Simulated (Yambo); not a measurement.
Yambo run on RbCdF$_{3}$ (cubic perovskite, space group Pm-3m, No. 221). The wavefunctions are LDA (pw.x of Quantum ESPRESSO, ONCV potentials, no spin-orbit coupling) ones on a 4×4×4 mesh (25 occupied bands); a = 4.4250 Å, b = 4.4250 Å, c = 4.4250 Å, α = 90.00°, β = 90.00°, γ = 90.00°.

Yambo input:

```
rim_cut
gw0
dyson
el_el_corr
HF_and_locXC
ppa
em1d
RandQpts= 1000000
RandGvec= 1 Ry
EXXRLvcs= 102 Ry
VXCRLvcs= 408 Ry
Chimod= "HARTREE"
% BndsRnXp
 5 | 41 |
%
NGsBlkXp= 7 Ry
% LongDrXp
 1.0 | 1.0 | 1.0 |
%
PPAPntXp= 27.2114 eV
% GbndRnge
 1 | 41 |
%
GTermKind= "BG"
DysSolver= "n"
ExtendOut
% QPkrange
 1 | 1 | 25 | 26 |
 10 | 10 | 25 | 25 |
%
```

k points by index: 1 = Γ, 10 = R.

The o-*.qp file then holds:

```
#    K-point    Band    Eo [eV]    E [eV]    E-Eo [eV]    Vxc [eV]    Vnlxc [eV]    Sc|Eo [eV]    Sc|E [eV]    dSc/dw|Eo [eV]    Re(Z)    Im(Z)
#
    1    25    -1.540509    -3.491140    -1.950631    -21.80699    -29.59348    5.247401    5.835851    -8.207739    0.768263    -0.001917
    1    26    2.919262    5.371983    2.452721    -12.44918    -7.384299    -2.273935    -2.612161    -3.752255    0.878816    -0.934821E-3
    10    25    0.000000    -2.077135    -2.077135    -25.49949    -32.34748    4.258325    4.770855    -6.713781    0.802098    -0.001430
```
(The two width columns are left out.) Convergence of these settings isn't established.

Geometry of the Materials Project entry, not relaxed at this level.

The structure is a Materials Project entry; no match was found in the copy of COD used, and its stability was not checked.
